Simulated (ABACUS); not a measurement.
Worked example: self-consistent single point of ZnSe (F-43m, 2 atoms in the cell; from Materials Project mp-1190, lattice scaled a little) in ABACUS.

Level of theory: PBE, PseudoDojo 0.5 standard norm-conserving PBE (tails mended) pseudopotentials (plane waves; ABACUS).

```xyz
2
Lattice="0.0000 2.8746 2.8746 2.8746 0.0000 2.8746 2.8746 2.8746 0.0000" Properties=species:S:1:pos:R:3 pbc="T T T"
Zn     0.0000     0.0000     0.0000
Se     4.3120     4.3120     4.3120
```

Reference input (self-consistent single point, DFT, PBE, plane waves, PseudoDojo 0.5 standard norm-conserving PBE (tails mended) pseudopotentials): KPT = MP 7 7 7 0 0 0; basis_type = pw; ecutwfc = 86 Ry; smearing_method = gaussian; smearing_sigma = 0.000734986 Ry; potentials = PseudoDojo 0.5 standard norm-conserving PBE (tails mended); symmetry = 1; symmetry_prec = 1e-05; ks_solver = dav; scf_nmax = 100; scf_thr = 1.0e-09 Ry; mixing_type = broyden. This run's input differs from it in these lines:

```diff
@@ -45,4 +45,4 @@
 0
-MP
-7 7 7 0 0 0
+Gamma
+7 7 7 0 0 0.5
```

Output (repeated stretches shortened):

```
 SELF-CONSISTENT
 -------------------------------------------
                                 init_chg = atomic

 PW ALGORITHM --------------- ION=   1  ELEC=   1--------------------------------

 Notice: Threshold on eigenvalues was too large.

 Density error is 0.0695228985995
                          Error Threshold = 0.000191642624812
 E_KohnSham     -660.6373173258      -8988.4318270645
 E_Fermi        0.6143665413         8.3588856223

 PW ALGORITHM --------------- ION=   1  ELEC=   2--------------------------------

 Density error is 0.0258803814661
                          Error Threshold = 0.000193119162776
   [... lines left out ...]

 Density error is 1.69619984726e-09
                          Error Threshold = 1.32095472176e-10
 E_KohnSham     -660.6618396963      -8988.7654710325
 E_Fermi        0.6096543713         8.2947732597

 PW ALGORITHM --------------- ION=   1  ELEC=   8--------------------------------

 Density error is 4.79712313344e-11
                          Error Threshold = 4.71166624238e-12
 E_KohnSham     -660.6618396972      -8988.7654710440
 E_KS(sigma->0) -660.6618396972      -8988.7654710440
 E_entropy(-TS) -0.0000000000        -0.0000000000
 E_Fermi        0.6096635575         8.2948982445
 charge density convergence is achieved
 final etot is -8988.765471 eV
 EFERMI = 8.2948982445 eV

 STATE ENERGY(eV) AND OCCUPATIONS    NSPIN == 1
   [... 25 lines left out ...]

 TOTAL-FORCE (eV/Angstrom)
                       Zn1         0.0000000000         0.0000000000         0.0000000000
                       Se1         0.0000000000         0.0000000000         0.0000000000

 TOTAL-STRESS (KBAR)
        -4.8957252148         0.0000000000        -0.0000000000
        -0.0000000000        -4.8957252148         0.0000000000
        -0.0000000000         0.0000000000        -4.8957252148
 TOTAL-PRESSURE: -4.895725 KBAR

 --------------------------------------------
 !FINAL_ETOT_IS -8988.7654710440219787 eV
 --------------------------------------------
```

The run converged in 8 iterations. Against the reference run the free energy goes down by 1.0 meV/atom and the pressure stays at -0.49 GPa.

A shifted mesh samples other points: it can miss Γ, where band edges often lie, and can lower the symmetry, which leaves small forces and shears. This run is one point of a test of settings, so its values need not be converged; read them against the reference run alone. The structure comes from a collection of computed structures, made at another level of theory; the collection holds predicted forms beside known ones. Its lattice was then scaled.

Cost on one core: around 60 core-seconds (rough).

“Tails mended”: in these copies of the files the far tail of each local potential was reset to the Coulomb form.
